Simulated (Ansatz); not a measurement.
The relaxed structure here is a generated cell of VSi2: the first start was made by placing the elements on the sites of a structure type, and the end was not matched to a known phase here, so it may be hypothetical.

One starting cell of VSi2 (a generated cell, VSi2 placed in the AFLOW prototype A2B_hP9_189_fg_bc (C22, as in Fe2P)) was relaxed twice with Ansatz (plane waves, PAW, scalar-relativistic): with r2SCAN at 500 eV and with PBE at 420 eV. The r2SCAN result:

```
CELL_PARAMETERS angstrom
      6.69297     0.00000     0.00000
     -3.34648     5.79628     0.00000
      0.00000     0.00000     3.32294
ATOMIC_POSITIONS crystal
  Si 0.26382 0.00000 0.00000
  Si 0.00000 0.26382 0.00000
  Si 0.73618 0.73618 0.00000
  Si 0.63434 0.00000 0.50000
  Si 0.00000 0.63434 0.50000
  Si 0.36566 0.36566 0.50000
  V  0.00000 0.00000 0.50000
  V  0.33333 0.66667 0.00000
  V  0.66667 0.33333 0.00000
```

```csv
quantity,r2SCAN,PBE
space group,P-62m,P-62m
volume (Å³/atom),14.32,___
a (Å),6.693,___
c (Å),3.323,___
"gap (eV, no spin-orbit coupling)",0.00,___
spin order,ferromagnetic,___
net moment (μB/atom),0.59,___
```

Task: What does PBE give for the same quantities?

Result: 
- volume (Å³/atom), PBE: 14.24
- a (Å), PBE: 6.700
- c (Å), PBE: 3.296
- gap (eV, no spin-orbit coupling), PBE: 0.00
- spin order, PBE: ferromagnetic
- net moment (μB/atom), PBE: 0.36

Both levels end in the same structure; PBE's volume is 0.6 % smaller. Neither column is exact.

Spin states reached: ferromagnetic; spin orders were not searched systematically.

The run could not lose the symmetry of its start: the end is stationary, and may be a saddle point rather than a minimum.

Ansatz is a first-principles code.
